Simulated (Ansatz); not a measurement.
**Is this CsSi₄Sb₂ structure a true minimum?**

The cell was found from a structure generator's guess, not taken from experiment.

Level of theory: DFT PBE, scalar-relativistic, plane waves, PAW in Ansatz. Cutoff 420 eV; k points 6×6×6 on the computed 7-atom cell (Γ-centred); Gaussian smearing, width 0.10 eV; no spin polarisation.

The cell below (7 atoms, space group I4/mmm (No. 139)) is relaxed within its symmetry.

```
Cs Si Sb
1.0
    -3.63566    3.63566    3.83036
     3.63566   -3.63566    3.83036
     3.63566    3.63566   -3.83036
Cs Si Sb
1 4 2
Direct
  0.00000 0.00000 0.00000
  0.72987 0.50000 0.22987
  0.50000 0.72987 0.22987
  0.50000 0.27013 0.77013
  0.27013 0.50000 0.77013
  0.25000 0.75000 0.50000
  0.75000 0.25000 0.50000
```

For the test it was strained at random (σ = 1.5 % a component), the atoms were moved at random (σ = 0.05 Å), and all was relaxed again on a coarse 4×4×4 mesh (in the run’s order of axes) with 0.20 eV smearing, with no symmetry imposed.

Spin–orbit coupling, which can matter for Sb, is left out. The cell is a metal run without spin; a magnetic state may lie lower.

**Question.** Is the structure stable against such a distortion?

**Answer.** It doesn't return. The energy falls by 11 meV/atom on that mesh, the volume changes by -2.1 %, and the end has space group C2/m (No. 12) at a loose tolerance. Relaxed again on a 6×6×6 mesh with 0.10 eV smearing, the new structure lies 12 meV/atom below the first (mesh in the axes of the run's cell; the cell below is made exact in the group named). Space group C2/m (No. 12), monoclinic, a = 7.659 Å, b = 9.425 Å, c = 6.427 Å, β = 120.8°. Cs has 4 Si at 3.74 Å, 4 Sb at 3.91 Å, 12 Si at 4.07–4.50 Å and 4 Sb at 4.31 Å; around Si lie 2 Si at 2.34–2.39 Å, 2 Sb at 2.71–2.80 Å, 1 Si at 3.35 Å, 1 Cs at 3.74 Å, 1 Si at 3.94 Å, 3 Cs at 4.07–4.50 Å, 3 Sb at 4.27–4.44 Å and 2 Si at 4.50 Å; around Sb lie 4 Si at 2.71–2.80 Å, 2 Sb at 3.84 Å, 2 Cs at 3.91 Å, 2 Si at 4.27 Å and 2 Cs at 4.31 Å.

```cif
data_structure
_symmetry_space_group_name_H-M 'P 1'
_symmetry_Int_Tables_number 1
_cell_length_a 6.0722
_cell_length_b 6.0722
_cell_length_c 6.4274
_cell_angle_alpha 108.863
_cell_angle_beta 108.863
_cell_angle_gamma 101.800
_cell_volume 199.18
loop_
_atom_site_label
_atom_site_type_symbol
_atom_site_fract_x
_atom_site_fract_y
_atom_site_fract_z
_atom_site_occupancy
Cs1 Cs 0.00000 0.00000 0.50000 1
Si1 Si 0.48402 0.73247 0.71571 1
Si2 Si 0.73247 0.48402 0.71571 1
Si3 Si 0.26753 0.51598 0.28429 1
Si4 Si 0.51598 0.26753 0.28429 1
Sb1 Sb 0.23587 0.76413 0.00000 1
Sb2 Sb 0.76413 0.23587 0.00000 1
```
